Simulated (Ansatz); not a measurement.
Level of theory: Ansatz 0.2.0, DFT PBE, scalar-relativistic, plane waves, PAW. Settings: cutoff 420 eV, Γ-centred meshes spaced at most about 0.3 Å⁻¹, and about 0.25 Å⁻¹ or finer for metals (2π included), Gaussian smearing. No spin polarisation in the final relaxations.

All energies are static (0 K, no zero-point motion).

Two forms of Al3Pd were relaxed alike.

A.

Space group Pm-3m (No. 221). a = 3.962 Å, b = 3.962 Å, c = 3.962 Å, α = 90.00°, β = 90.00°, γ = 90.00°
| atom | site | symmetry | x | y | z |
| --- | --- | --- | --- | --- | --- |
| Al | 3c | 4/mm.m | 0.0000 | 0.5000 | 0.5000 |
| Pd | 1a | m-3m | 0.0000 | 0.0000 | 0.0000 |

B.

Space group P-6m2 (No. 187). a = 2.924 Å, b = 2.924 Å, c = 9.299 Å, α = 90.00°, β = 90.00°, γ = 120.00°
```csv
atom,site,symmetry,x,y,z
Al,1e,-6m2,0.6667,0.3333,0.0000
Al,2i,3m.,0.6667,0.3333,0.7146
Pd,1b,-6m2,0.0000,0.0000,0.5000
```

Question: Which form is favoured at zero pressure, and by what margin per atom?

Answer: A is lower, by 106 meV/atom. A has the Cu3Au (L1_2) type, space group Pm-3m (No. 221), 15.5 Å³/atom and no gap on its mesh; B has space group P-6m2 (No. 187), 17.2 Å³/atom and no gap. Counting all near atoms (those within 1.25 times the shortest distance at each site; a plus sign parts nearer from farther groups; a slash parts the counts of unlike sites), A has Al 12, Pd 12 and B has Al 2+6/4+6, Pd 6+6. The denser one is the lower, and pressure would at first widen the difference. Origin: A is a Materials Project cell, relaxed; B was invented. A third cell relaxed alike, in Cmc2_1, lies 28 meV/atom below the lower of the two; the Pm-3m cell fell into it when its atoms were moved at random.

Cells relaxed within their symmetry can be saddle points.
